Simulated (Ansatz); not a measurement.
WS$_{2}$:
```cif
data_S4W2
_chemical_formula_sum 'W2 S4'
_space_group_name_H-M_alt 'P63/mmc'
_space_group_IT_number 194
_space_group_name_Hall '-P 6c 2c'
_cell_length_a 3.18785
_cell_length_b 3.18785
_cell_length_c 14.82836
_cell_angle_alpha 90.000
_cell_angle_beta 90.000
_cell_angle_gamma 120.000
loop_
_atom_site_label
_atom_site_type_symbol
_atom_site_symmetry_multiplicity
_atom_site_Wyckoff_symbol
_atom_site_fract_x
_atom_site_fract_y
_atom_site_fract_z
_atom_site_occupancy
W1 W 2 c 0.33333 0.66667 0.25000 1
S1 S 4 f 0.66667 0.33333 0.14405 1
```

Relaxed with PBE.

Task: Which orbitals make up the states near the band edges in PBE in the plane-wave PAW code Ansatz?

Result: Top 1 eV of the valence band: W 5d 67 %, S 3p 28 %. Bottom 1 eV of the conduction band: W 5d 61 %, S 3p 32 %. Projections are on Löwdin-orthogonalised atomic valence shells; empty p or d shells of many metals are not among them.

Task: Tabulate the density of states.

Result: States/eV per cell of 6 atoms, in 0.25 eV bins, energy from the valence-band maximum.

```tsv
E (eV)	total	S 3p	W 5d	W 6s
-7.85	0.00	0.00	0.00	0.00
-7.60	0.00	0.00	0.00	0.00
-7.35	0.00	0.00	0.00	0.00
-7.10	0.00	0.00	0.00	0.00
-6.85	0.00	0.00	0.00	0.00
-6.60	0.99	0.61	0.18	0.12
-6.35	2.74	1.61	0.60	0.28
-6.10	3.52	2.05	0.87	0.32
-5.85	5.54	3.14	1.74	0.35
-5.60	5.75	3.31	1.94	0.23
-5.35	2.94	2.01	0.79	0.00
-5.10	2.03	1.41	0.51	0.00
-4.85	3.26	2.07	0.74	0.15
-4.60	8.27	4.76	2.14	0.40
-4.35	6.07	3.62	1.63	0.21
-4.10	1.73	1.02	0.58	0.04
-3.85	3.04	2.01	0.82	0.03
-3.60	9.64	6.24	3.08	0.02
-3.35	4.81	3.10	1.53	0.02
-3.10	3.22	1.92	1.18	0.02
-2.85	3.16	1.82	1.22	0.02
-2.60	4.19	2.58	1.44	0.02
-2.35	8.26	5.79	2.03	0.02
-2.10	6.25	4.73	1.20	0.02
-1.85	5.12	4.21	0.67	0.02
-1.60	4.54	4.01	0.37	0.00
-1.35	1.87	1.08	0.68	0.03
-1.10	5.55	1.59	3.62	0.07
-0.85	4.43	1.30	2.89	0.04
-0.60	2.87	0.75	1.97	0.03
-0.35	1.85	0.48	1.29	0.01
-0.10	0.34	0.10	0.22	0.00
0.15	0.00	0.00	0.00	0.00
0.40	0.00	0.00	0.00	0.00
0.65	0.00	0.00	0.00	0.00
0.90	0.00	0.00	0.00	0.00
1.15	0.00	0.00	0.00	0.00
1.40	0.00	0.00	0.00	0.00
1.65	0.26	0.05	0.18	0.01
1.90	3.53	1.20	2.02	0.08
2.15	5.93	1.97	3.54	0.09
2.40	8.36	2.68	5.24	0.07
2.65	9.02	2.91	5.52	0.09
2.90	6.00	1.42	3.99	0.15
3.15	6.77	1.84	4.13	0.11
3.40	4.83	1.66	2.58	0.03
3.65	4.37	1.56	2.23	0.01
3.90	2.68	1.05	1.23	0.00
4.15	1.74	0.83	0.81	0.00
4.40	5.75	2.56	2.67	0.00
4.65	2.38	0.90	1.13	0.00
4.90	1.66	0.50	0.75	0.10
5.15	1.82	0.38	0.53	0.40
5.40	1.20	0.15	0.05	0.49
5.65	1.28	0.17	0.05	0.49
5.90	1.57	0.22	0.07	0.56
6.15	2.16	0.33	0.09	0.72
6.40	2.39	0.37	0.10	0.77
```

Space group P6_3/mmc. The cell was relaxed with PBE under the symmetry of its start. No spin polarisation was allowed. The volume lies over 15 % above that of the usual cell of this phase: another minimum, or an error of the functional. A crystal of weakly bound layers computed without a dispersion correction: the cell and the soft elastic constants depend strongly on that. Scalar-relativistic: spin–orbit coupling is off unless named, which matters more the heavier the elements.

Potentials: the earlier of the program's two PAW sets.
